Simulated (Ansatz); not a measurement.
Zr:
```
Zr
1.0
    3.24654     0.00000     0.00000
   -1.62327     2.81158     0.00000
    0.00000     0.00000     5.15224
Zr
2
Direct
  0.33333   0.66667   0.75000
  0.66667   0.33333   0.25000
```

Relaxed with DFT-r²SCAN in the program Ansatz with PAW potentials. Indices refer to the conventional cell of P6_3/mmc, a = b = 3.247 Å, c = 5.152 Å, α = β = 90.00°, γ = 120.00°.

Simulate the powder diffraction pattern (Cu Kα, λ = 1.54184 Å; lines above 1 %) up to 2θ = 90°.

Simulated powder pattern, Cu Kα, λ = 1.54184 Å (kinematic, ideal powder, no thermal factors, no anomalous dispersion; the 30 strongest lines at most, above 1 %, up to 2θ = 90°):

```
2θ (°)  d (Å)  I/Imax (%)         hkl
------  -----  ----------  ----------
31.83   2.812          24  (1 0 -1 0)
34.83   2.576          25      (0002)
36.40   2.468         100  (1 0 -1 1)
47.89   1.899          15  (1 0 -1 2)
56.71   1.623          18  (1 1 -2 0)
63.47   1.466          19  (1 0 -1 3)
66.51   1.406         2.8  (2 0 -2 0)
68.30   1.373          21  (1 1 -2 2)
69.28   1.356          15  (2 0 -2 1)
73.53   1.288         2.8      (0004)
77.32   1.234         3.6  (2 0 -2 2)
82.35   1.171         3.1  (1 0 -1 4)
```

The cell was relaxed with r²SCAN under the symmetry of its start. The run is not spin-polarised. Axis ratios of metals converge slowly with the k-mesh, so a and c are less sure than the volume.

Potentials: the earlier of the program's two PAW sets.
